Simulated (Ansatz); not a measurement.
VPt$_{2}$ in space group Immm (No. 71; V on 2a, Pt on 4i) at seven volumes, plane-wave PAW PBEsol (Ansatz code), shape and atoms relaxed at each. One row is withheld.

```json
[
 {"V (Å³/atom)": "12.899", "P (GPa)": "33.05"},
 {"V (Å³/atom)": "13.324", "P (GPa)": "20.03"},
 {"V (Å³/atom)": "13.749", "P (GPa)": "9.12"},
 {"V (Å³/atom)": "14.174", "P (GPa)": "0.00"},
 {"V (Å³/atom)": "14.599", "P (GPa)": "-7.61"},
 {"V (Å³/atom)": "15.025", "P (GPa)": "-13.96"},
 {"V (Å³/atom)": "15.450", "P (GPa)": "?"}
]
```

**Question.** Fit the shown pressures and predict the withheld one.

**Answer.** P = (3/2)B₀(x^(7/2) − x^(5/2))[1 + (3/4)(B′ − 4)(x − 1)] with x = (V₀/V)^(2/3). Least squares on the six rows gives V₀ = 14.175 Å³/atom, B₀ = 277 GPa, B′ = 4.97. At V = 15.450, x = 0.9442 and P = -19.27 GPa. The run itself gave -19.22 GPa.

The workflow started from a Materials Project entry (that database holds measured and hypothetical structures alike); the Crystallography Open Database files this formula in space group No. 71, but the cells were not matched. Its standing as an ambient phase is unchecked. The cell was relaxed with PBEsol under the symmetry of its start; of distortions, only those at the zone centre were tested. The run is not spin-polarised. Spin–orbit coupling is left out wherever it is not named.

Potentials: the later of the program's two PAW sets.
